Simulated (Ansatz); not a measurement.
**Ansatz 0.2.0, settings compared: MgC2S2N2**

The command:

```bash
ansatz run input.yaml --threads 1 --pin off --max-ram 2560MiB --backend cpu --events-out ev --progress --plain --runs-dir out
```

input.yaml:

```yaml
crystal:
  lattice:
    - [0.0, 3.781107, 0.0]
    - [5.370546, -1.890553, 0.0]
    - [1.617075, 0.0, -6.019023]
  atoms:
    - { symbol: Mg, position: [0.0, 0.0, 0.0] }
    - { symbol: C, position: [0.75861, 0.51722, 0.778] }
    - { symbol: C, position: [0.24139, 0.48278, 0.222] }
    - { symbol: "N", position: [0.85963, 0.71926, 0.82342] }
    - { symbol: "N", position: [0.14037, 0.28074, 0.17658] }
    - { symbol: S, position: [0.6103, 0.2206, 0.7332] }
    - { symbol: S, position: [0.3897, 0.7794, 0.2668] }
  symmetry: { tolerance: 0.0003 }
kpoints:
  mp_grid: { grid: [5, 5, 3], shift: [0, 0, 0] }
magnetization:
  spin_polarized: false
scf:
  occupations: { method: fermi_dirac }
hamiltonian:
  pseudopotentials: { kind: paw }
  xc: pbe
basis:
  ecutwfc: 420
output:
  forces: true
  stress: true
  eigenvalues: true
```

Origin of the cell: a known structure type with other elements, at an estimated volume, so it need not be a known compound.

The smearing width isn't typed, so it takes its default of 0.1 eV.

Output of this run (shortened):

```
SCF iter   1: F=—  HF=-4999.093946 eV  Δρ=1.90e-3  dr2=5.08e-3
SCF iter   2: F=—  HF=-4999.095654 eV  Δρ=1.01e-3  dr2=1.04e-3
SCF iter   3: F=—  HF=-4999.097474 eV  Δρ=6.04e-4  dr2=4.67e-4
SCF iter   4: F=—  HF=-4999.097555 eV  Δρ=1.50e-4  dr2=4.33e-5
SCF iter   5: F=—  HF=-4999.097590 eV  Δρ=5.95e-5  dr2=6.03e-6
SCF iter   6: F=—  HF=-4999.097594 eV  Δρ=2.36e-5  dr2=8.82e-7
SCF iter   7: F=-4999.097595 eV  HF=-4999.097595 eV  Δρ=5.20e-6  dr2=3.85e-8
SCF 1 converged in 7 iterations: F = -4999.097595 eV  dr2 = 3.85e-8
SCF converged after 7 iterations
Free energy (F): -4999.097595 eV
Harris-Foulkes:  -4999.097595 eV  (|F-HF|=7.62e-8)
Internal energy: -4999.097595 eV  (E = F + TS)
E sigma→0 (E₀):  -4999.097595 eV
Fermi energy:    4.145140 eV
--- Per-component energies (eV) ---
  E_band       = -502.607161
  E_kinetic    = 720.024516
  E_local      = -3284.924777  (includes V_loc(G=0)·N_el)
  E_nonlocal   = 301.779474
  E_hartree    = 1162.780455
  E_xc         = -433.544983
  E_vxc        = -475.550997  (∫ρ·V_xc dr)
  E_paw        = -1946.151638  (= ΣΔE_a)
  E_vpaw       = -89.499197  (= ΣTr[D̂ρ^β])
  E_aug_tail   = 0.000213  (compensation charges beyond the density's cutoff)
  E_ewald      = -1519.060855
  E_smearing   = -0.000000  (= −TS)
  Σ components = -4999.097595   (vs F -4999.097595, Δ=0.00e0)
--- Forces (eV/Å), atoms counted from 1 ---
  atom   1  Mg     0.000000     0.000000     0.000000
  atom   2  C      0.669307     0.000000    -0.532795
  atom   3  C     -0.669307    -0.000000     0.532795
  atom   4  N     -1.808886    -0.000000     0.537278
  atom   5  N      1.808886     0.000000    -0.537278
  atom   6  S      1.349176     0.000000     0.325225
  atom   7  S     -1.349176    -0.000000    -0.325225
  max |Σ_I F_I| component: 0.00e0 eV/Å
--- Stress (GPa, compression-positive) ---
       -9.028818      -0.000001       2.867954
       -0.000001       3.499373       0.000000
        2.867954       0.000000       2.498038
  P = ⅓ Tr σ = -1.0105 GPa (-10.105 kbar)
```

The same input was run again with these changes:

1. `basis.ecutwfc` 420 → "29.4 Ry"; `scf.occupations.width` default → 0.025; `scf.occupations.method` fermi_dirac → gaussian
2. `kpoints.mp_grid.grid` [5, 5, 3] → [2, 2, 2]; `basis.ecutwfc` 420 → "25.7 Ry"; `scf.algorithm` default → density_mixing
3. `basis.xc_grid` default → 2; `basis.ecutwfc` 420 → "500 eV"; `crystal.symmetry` { tolerance: 0.0003 } → { detect: false }
4. `scf.occupations.method` fermi_dirac → tetrahedron

```json
{"run": "base", "end": "converged", "SCF iterations": "7", "P (GPa)": "-1.01", "max force component (eV/Å)": "1.809", "moment (μB)": "–", "ΔE(σ→0) (meV/atom)": "0"}
{"run": "1", "end": "converged", "SCF iterations": "7", "P (GPa)": "-1.00", "max force component (eV/Å)": "1.804", "moment (μB)": "–", "ΔE(σ→0) (meV/atom)": "2.74"}
{"run": "2", "end": "converged", "SCF iterations": "7", "P (GPa)": "-0.48", "max force component (eV/Å)": "1.700", "moment (μB)": "–", "ΔE(σ→0) (meV/atom)": "56.17"}
{"run": "3", "end": "converged", "SCF iterations": "7", "P (GPa)": "-1.01", "max force component (eV/Å)": "1.813", "moment (μB)": "–", "ΔE(σ→0) (meV/atom)": "-2.20"}
{"run": "4", "end": "converged", "SCF iterations": "7", "P (GPa)": "-1.01", "max force component (eV/Å)": "1.809", "moment (μB)": "–", "ΔE(σ→0) (meV/atom)": "0.00"}
```

Energies are compared only where functional, datasets, charge and starting cell are the same.

Not properties of the system: run 2 (too coarse or loose: `kpoints.mp_grid.grid` = [2, 2, 2], `basis.ecutwfc` = "25.7 Ry").

Run 1: the cutoff lies below the datasets' advice.
Run 2: the cutoff lies below the datasets' advice.
Run 4: forces and stress under tetrahedra may miss the slope of the energy.

The base run ran for 4.8 s on 1 thread of Arm Neoverse V1 (shared host), peak memory 0.37 GiB, from the program's own first density.
